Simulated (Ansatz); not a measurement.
**Profile along the W–W line in W (fcc, Cu type)**

W (fcc, Cu type)

```
W
1.0
    0.00000     1.98588     1.98588
    1.98588     0.00000     1.98588
    1.98588     1.98588     0.00000
W
1
Direct
  0.00000   0.00000   0.00000
```

Fields along a shortest W–W line of a {100} plane (2.81 Å), from W to W, interpolated on the slice's grid (step about 0.1 Å). Level of theory: LDA (plane waves to 420 eV, PAW, scalar-relativistic; Ansatz, a program for electronic structure). k mesh 20×20×20. Near the nuclei the fields are pseudised (PAW); where an atom keeps semicore shells as valence, they peak there. Spin-orbit coupling is left out, though W is heavy. This is one of several known forms of W; the measured ambient cells at hand have space group No. 229. W is run without spin polarisation. W was relaxed with its symmetry unable to fall.

| distance from W (Å) | valence electron density (e/Å³) | electron localisation function |
|---|---|---|
| 0.00 | 3.57 | x |
| 0.28 | 5.15 | x |
| 0.56 | 4.21 | 0.72 |
| 0.84 | 1.44 | 0.47 |
| 1.12 | 0.49 | 0.25 |
| 1.41 | 0.37 | 0.36 |
| 1.69 | 0.49 | 0.25 |
| 1.97 | 1.44 | 0.47 |
| 2.25 | 4.21 | 0.72 |
| 2.53 | 5.15 | x |
| 2.81 | 3.57 | x |

x: too close to a nucleus for the ELF to mean much.

Density on the W–W line (2.81 Å) at its midpoint: 0.37 e/Å³. ELF at that point: 0.36.
